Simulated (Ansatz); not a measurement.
Polymorphs of NaF, each relaxed with the program Ansatz at the r²SCAN level (PAW):

A: rock salt (Fm-3m)
a = 4.5945 Å, b = 4.5945 Å, c = 4.5945 Å, α = 90.00°, β = 90.00°, γ = 90.00°

| atom | site | symmetry | x | y | z |
|---|---|---|---|---|---|
| Na | 4a | m-3m | 0.0000 | 0.0000 | 0.0000 |
| F | 4b | m-3m | 0.5000 | 0.5000 | 0.5000 |

B: zinc blende (F-43m)
a = b = c = 5.0637 Å, α = β = γ = 90.00°

| atom | site | symmetry | x | y | z |
|---|---|---|---|---|---|
| Na | 4a | -43m | 0.0000 | 0.0000 | 0.0000 |
| F | 4d | -43m | 0.7500 | 0.7500 | 0.7500 |

C: P6_3/mmc
a = b = 3.868 Å, c = 4.552 Å, α = β = 90.00°, γ = 120.00°

```csv
atom,site,symmetry,x,y,z
Na,2d,-6m2,0.6667,0.3333,0.2500
F,2c,-6m2,0.3333,0.6667,0.2500
```

Order them by energy per atom at 0 K (lowest first) at the level r²SCAN.

A (+0 meV/atom), C (+65 meV/atom), B (+138 meV/atom)

Give each one's gap.

A 7.28 eV; B 6.25 eV; C 6.33 eV.

Typed or built starts, not in the databases checked: B; C. Not the usual ambient phase: B; C. All cells were relaxed under the symmetry of their starts (and spin orders); stability against distortions was not tested throughout.

Energies hold the estimated change up to a 700 eV cutoff; steps of a few meV lie near the error of the meshes.

Potentials: the later of the program's two PAW sets.
